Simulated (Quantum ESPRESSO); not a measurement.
## Mo3TaSe7Cl (one run as intended and one with a planted mistake)

Simulated, not a measurement. The program is pw.x of Quantum ESPRESSO 7.5 (plane-wave density functional theory). The cell is made up: 12 atoms on a layered 2H lattice, with randomly drawn elements, strain and displacements, not relaxed. PseudoDojo standard norm-conserving files (v0.5 for PBE, v0.4.1 for LDA and PBEsol) set the functional; there is no spin polarisation, spin-orbit coupling or dispersion term, and the masses in the input are unused placeholders.

Intended input:

```
&control calculation='scf', pseudo_dir='./dojo.nc.sr.pbe.v0_5.standard.upf', outdir='./o', disk_io='medium', tprnfor=.true., tstress=.true. /
&system ibrav=0, nat=12, ntyp=4, nbnd=93, ecutwfc=85.99341389, nosym=.true., tot_charge=0,
 occupations='smearing', smearing='fd', degauss=0.0018374661
/
&electrons conv_thr=7.350e-09, electron_maxstep=60, /
ATOMIC_SPECIES
Cl 1.0 Cl.upf
Mo 1.0 Mo.upf
Se 1.0 Se.upf
Ta 1.0 Ta.upf
CELL_PARAMETERS angstrom
3.4007 0.0083 0.0119
0.0144 5.9362 0.0217
0.0477 0.0501 13.4943
ATOMIC_POSITIONS angstrom
Mo 0.0312 1.974 3.3442
Mo 1.7334 1.0286 10.1045
Ta 1.7279 4.9612 3.3902
Mo 0.0492 3.9897 10.1386
Se 0.044 1.974 8.4703
Se 0.0457 2.0309 11.794
Se 1.6871 1.0016 1.6878
Se 1.7237 1.0084 5.0792
Se 1.7318 4.9676 8.4853
Se 1.7286 4.9826 11.8344
Se 0.0057 3.9596 1.695
Cl 0.0109 3.9982 5.1159
K_POINTS automatic
6 4 2 1 1 1
```

The log is shortened where brackets say so; the opening notice, blank lines, dates and the lines on written files are dropped, and the path of the files is cut. It prints rydbergs, bohrs and kilobars, and counts compression as positive stress. Where no state is partly filled, the Fermi energy that it prints is only some level between the filled and the empty states on the mesh, and need not lie in the true gap.

Log of the intended run:

```
     Program PWSCF v.7.5
     Parallel version (MPI & OpenMP), running on       1 processor cores
     Number of MPI processes:                 1
     Threads/MPI process:                     1
     [start-up lines left out]
     bravais-lattice index     =            0
     lattice parameter (alat)  =       6.4265  a.u.
     unit-cell volume          =    1838.2730 (a.u.)^3
     number of atoms/cell      =           12
     number of atomic types    =            4
     number of electrons       =       174.00
     number of Kohn-Sham states=           93
     kinetic-energy cutoff     =      85.9934  Ry
     charge density cutoff     =     343.9737  Ry
     scf convergence threshold =      7.3E-09
     mixing beta               =       0.7000
     number of iterations used =            8  plain     mixing
     Exchange-correlation= PBE
                           (   1   4   3   4   0   0   0)
     [axes and pseudopotential details left out]
   Cartesian axes
     site n.     atom                  positions (alat units)
         1        Mo     tau(   1) = (   0.0091745   0.5804634   0.9833768  )
         2        Mo     tau(   2) = (   0.5097139   0.3024644   2.9712730  )
         3        Ta     tau(   3) = (   0.5080966   1.4588628   0.9969033  )
         4        Mo     tau(   4) = (   0.0144675   1.1731890   2.9813002  )
         5        Se     tau(   5) = (   0.0129384   0.5804634   2.4907292  )
         6        Se     tau(   6) = (   0.0134383   0.5971951   3.4680779  )
         7        Se     tau(   7) = (   0.4960992   0.2945249   0.4963051  )
         8        Se     tau(   8) = (   0.5068616   0.2965245   1.4935613  )
         9        Se     tau(   9) = (   0.5092435   1.4607448   2.4951401  )
        10        Se     tau(  10) = (   0.5083025   1.4651556   3.4799577  )
        11        Se     tau(  11) = (   0.0016761   1.1643379   0.4984223  )
        12        Cl     tau(  12) = (   0.0032052   1.1756884   1.5043531  )
     number of k points=    24  Fermi-Dirac smearing, width (Ry)=  0.0018
                       cart. coord. in units 2pi/alat
        k(    1) = (   0.0829418   0.0711805   0.0624456), wk =   0.0833333
        k(    2) = (   0.0833817   0.0716401  -0.0635638), wk =   0.0833333
     [further k points left out]
     Dense  grid:   197901 G-vectors     FFT dimensions: (  40,  72, 160)
     Estimated max dynamical RAM per process >     410.77 MB
     Initial potential from superposition of free atoms
     starting charge     173.9943, renormalised to     174.0000
     Starting wfcs are  107 randomized atomic wfcs
     total cpu time spent up to now is       40.5 secs
     per-process dynamical memory:   222.1 Mb
     Self-consistent Calculation
     iteration #  1     ecut=    85.99 Ry     beta= 0.70
     Davidson diagonalization with overlap
     ethr =  1.00E-02,  avg # of iterations =  2.0
     Threshold (ethr) on eigenvalues was too large:
     Diagonalizing with lowered threshold
     Davidson diagonalization with overlap
     ethr =  8.39E-04,  avg # of iterations =  2.0
     total cpu time spent up to now is      239.7 secs
     total energy              =   -2281.72747651 Ry
     estimated scf accuracy    <       1.48480440 Ry
     iteration #  2     ecut=    85.99 Ry     beta= 0.70
     Davidson diagonalization with overlap
     ethr =  8.53E-04,  avg # of iterations =  8.8
     total cpu time spent up to now is      373.1 secs
     total energy              =   -2278.48829477 Ry
     estimated scf accuracy    <      40.85049876 Ry
     [iterations 3 to 20 left out]
     iteration # 21     ecut=    85.99 Ry     beta= 0.70
     Davidson diagonalization with overlap
     ethr =  2.32E-10,  avg # of iterations =  4.5
     total cpu time spent up to now is     2444.4 secs
     total energy              =   -2282.61236625 Ry
     estimated scf accuracy    <       0.00000004 Ry
     iteration # 22     ecut=    85.99 Ry     beta= 0.70
     Davidson diagonalization with overlap
     ethr =  2.50E-11,  avg # of iterations =  4.4
     total cpu time spent up to now is     2521.9 secs
     End of self-consistent calculation
     [lines on levels left out]
     the Fermi energy is    11.1018 ev
!    total energy              =   -2282.61236625 Ry
     estimated scf accuracy    <          6.9E-09 Ry
     smearing contrib. (-TS)   =      -0.00000000 Ry
     internal energy E=F+TS    =   -2282.61236625 Ry
     The total energy is F=E-TS. E is the sum of the following terms:
     one-electron contribution =   -1331.20349180 Ry
     hartree contribution      =     712.10339970 Ry
     xc contribution           =    -439.10190652 Ry
     ewald contribution        =   -1224.41036762 Ry
     convergence has been achieved in  22 iterations
     Forces acting on atoms (cartesian axes, Ry/au):
     atom    1 type  2   force =    -0.01401586   -0.00101031    0.04261655
     atom    2 type  2   force =     0.00473162   -0.01090512    0.03041589
     atom    3 type  4   force =    -0.00909556    0.01056760    0.01666193
     atom    4 type  2   force =    -0.01026939   -0.00326247    0.00542688
     atom    5 type  3   force =    -0.00138307    0.01676393    0.00519941
     atom    6 type  3   force =    -0.00393826   -0.00904982   -0.02337330
     atom    7 type  3   force =     0.01263428   -0.00420795    0.01144845
     atom    8 type  3   force =     0.00018237    0.00344809   -0.03474276
     atom    9 type  3   force =     0.00662241    0.00323212    0.01320296
     atom   10 type  3   force =     0.00425706    0.00343842   -0.03078285
     atom   11 type  3   force =     0.00800419    0.00292980    0.01079011
     atom   12 type  1   force =     0.00227021   -0.01194429   -0.04686326
     Total force =     0.099589     Total SCF correction =     0.000670
     Computing stress (Cartesian axis) and pressure
          total   stress  (Ry/bohr**3)                   (kbar)     P=      -48.06
  -0.00034355  -0.00002399  -0.00004301          -50.54       -3.53       -6.33
  -0.00002399  -0.00038916  -0.00005937           -3.53      -57.25       -8.73
  -0.00004301  -0.00005937  -0.00024734           -6.33       -8.73      -36.38
     init_run     :     35.77s CPU     40.36s WALL (       1 calls)
     electrons    :   2379.41s CPU   2481.41s WALL (       1 calls)
     forces       :     14.68s CPU     14.92s WALL (       1 calls)
     stress       :     54.39s CPU     56.41s WALL (       1 calls)
     [timing details left out]
     PWSCF        :  41m24.72s CPU  43m14.97s WALL
     JOB DONE.
```

A second run has one planted mistake: the self-consistency threshold is too loose. The input lines that differ, file-writing options aside:

```
- &electrons conv_thr=7.350e-09, electron_maxstep=60, /
+ &electrons conv_thr=2.940e-02, electron_maxstep=60, /
```

Its log:

```
     Program PWSCF v.7.5
     Parallel version (MPI & OpenMP), running on       4 processor cores
     Number of MPI processes:                 4
     Threads/MPI process:                     1
     [start-up lines left out]
     bravais-lattice index     =            0
     lattice parameter (alat)  =       6.4265  a.u.
     unit-cell volume          =    1838.2730 (a.u.)^3
     number of atoms/cell      =           12
     number of atomic types    =            4
     number of electrons       =       174.00
     number of Kohn-Sham states=           93
     kinetic-energy cutoff     =      85.9934  Ry
     charge density cutoff     =     343.9737  Ry
     scf convergence threshold =      2.9E-02
     mixing beta               =       0.7000
     number of iterations used =            8  plain     mixing
     Exchange-correlation= PBE
                           (   1   4   3   4   0   0   0)
     [axes and pseudopotential details left out]
   Cartesian axes
     site n.     atom                  positions (alat units)
         1        Mo     tau(   1) = (   0.0091745   0.5804634   0.9833768  )
         2        Mo     tau(   2) = (   0.5097139   0.3024644   2.9712730  )
         3        Ta     tau(   3) = (   0.5080966   1.4588628   0.9969033  )
         4        Mo     tau(   4) = (   0.0144675   1.1731890   2.9813002  )
         5        Se     tau(   5) = (   0.0129384   0.5804634   2.4907292  )
         6        Se     tau(   6) = (   0.0134383   0.5971951   3.4680779  )
         7        Se     tau(   7) = (   0.4960992   0.2945249   0.4963051  )
         8        Se     tau(   8) = (   0.5068616   0.2965245   1.4935613  )
         9        Se     tau(   9) = (   0.5092435   1.4607448   2.4951401  )
        10        Se     tau(  10) = (   0.5083025   1.4651556   3.4799577  )
        11        Se     tau(  11) = (   0.0016761   1.1643379   0.4984223  )
        12        Cl     tau(  12) = (   0.0032052   1.1756884   1.5043531  )
     number of k points=    24  Fermi-Dirac smearing, width (Ry)=  0.0018
                       cart. coord. in units 2pi/alat
        k(    1) = (   0.0829418   0.0711805   0.0624456), wk =   0.0833333
        k(    2) = (   0.0833817   0.0716401  -0.0635638), wk =   0.0833333
     [further k points left out]
     Dense  grid:   197901 G-vectors     FFT dimensions: (  40,  72, 160)
     Estimated max dynamical RAM per process >     621.54 MB
     Estimated total dynamical RAM >       2.29 GB
     Initial potential from superposition of free atoms
     starting charge     173.9943, renormalised to     174.0000
     Starting wfcs are  107 randomized atomic wfcs
     total cpu time spent up to now is        7.1 secs
     per-process dynamical memory:   436.7 Mb
     Self-consistent Calculation
     iteration #  1     ecut=    85.99 Ry     beta= 0.70
     Davidson diagonalization with overlap
     ethr =  1.00E-02,  avg # of iterations =  2.0
     Threshold (ethr) on eigenvalues was too large:
     Diagonalizing with lowered threshold
     Davidson diagonalization with overlap
     ethr =  8.39E-04,  avg # of iterations =  2.0
     total cpu time spent up to now is       32.5 secs
     total energy              =   -2281.72729468 Ry
     estimated scf accuracy    <       1.48492224 Ry
     iteration #  2     ecut=    85.99 Ry     beta= 0.70
     Davidson diagonalization with overlap
     ethr =  8.53E-04,  avg # of iterations =  8.8
     total cpu time spent up to now is       52.8 secs
     total energy              =   -2278.48687428 Ry
     estimated scf accuracy    <      40.87951020 Ry
     [iterations 3 to 6 left out]
     iteration #  7     ecut=    85.99 Ry     beta= 0.70
     Davidson diagonalization with overlap
     ethr =  6.21E-05,  avg # of iterations = 10.0
     total cpu time spent up to now is      131.7 secs
     total energy              =   -2282.60745643 Ry
     estimated scf accuracy    <       0.03068443 Ry
     iteration #  8     ecut=    85.99 Ry     beta= 0.70
     Davidson diagonalization with overlap
     ethr =  1.76E-05,  avg # of iterations =  8.3
     total cpu time spent up to now is      146.8 secs
     End of self-consistent calculation
     [lines on levels left out]
     the Fermi energy is    11.1165 ev
!    total energy              =   -2282.59576519 Ry
     estimated scf accuracy    <       0.02001475 Ry
     smearing contrib. (-TS)   =      -0.00000000 Ry
     internal energy E=F+TS    =   -2282.59576519 Ry
     The total energy is F=E-TS. E is the sum of the following terms:
     one-electron contribution =   -1331.44764815 Ry
     hartree contribution      =     712.35559190 Ry
     xc contribution           =    -439.09334132 Ry
     ewald contribution        =   -1224.41036762 Ry
     convergence has been achieved in   8 iterations
     Forces acting on atoms (cartesian axes, Ry/au):
     atom    1 type  2   force =    -0.01413734   -0.00263146    0.04468227
     atom    2 type  2   force =     0.00461487   -0.01097124    0.03091273
     atom    3 type  4   force =    -0.00916033    0.01426884    0.01785130
     atom    4 type  2   force =    -0.01023840   -0.00281595    0.00434959
     atom    5 type  3   force =    -0.00140555    0.01248180    0.00775787
     atom    6 type  3   force =    -0.00388771   -0.01286435   -0.03219887
     atom    7 type  3   force =     0.01275458   -0.01381570    0.01988409
     atom    8 type  3   force =     0.00020970   -0.00533793   -0.04094861
     atom    9 type  3   force =     0.00664579    0.00959106    0.01555020
     atom   10 type  3   force =     0.00422655    0.00863560   -0.03872613
     atom   11 type  3   force =     0.00804752    0.01302649    0.01807237
     atom   12 type  1   force =     0.00233032   -0.00956715   -0.04718680
     Total force =     0.113061     Total SCF correction =     0.676144
     SCF correction compared to forces is large: reduce conv_thr to get better values
     Computing stress (Cartesian axis) and pressure
          total   stress  (Ry/bohr**3)                   (kbar)     P=      -51.65
  -0.00035402  -0.00002379  -0.00004204          -52.08       -3.50       -6.18
  -0.00002379  -0.00042169  -0.00005096           -3.50      -62.03       -7.50
  -0.00004204  -0.00005096  -0.00027765           -6.18       -7.50      -40.84
     init_run     :      6.65s CPU      6.88s WALL (       1 calls)
     electrons    :    137.63s CPU    139.75s WALL (       1 calls)
     forces       :      2.41s CPU      2.46s WALL (       1 calls)
     stress       :      8.00s CPU      8.21s WALL (       1 calls)
     [timing details left out]
     PWSCF        :   2m34.97s CPU   2m37.66s WALL
     JOB DONE.
```

```
                                            intended run  run with the mistake
                          free energy (eV)    -31056.523            -31056.298
                    smearing term -TS (eV)        0.0000                0.0000
                            pressure (GPa)         -4.81                 -5.17
            largest force component (eV/Å)         1.205                 1.213
largest change of a force component (eV/Å)                               0.260
                                iterations            22                     8
```

For scale, a rerun of the intended cell at a cutoff of 1467 eV and k mesh 8 x 6 x 4 moved values by no more than 0.003 eV in energy, 0.02 GPa in stress and 0.004 eV/Å in force.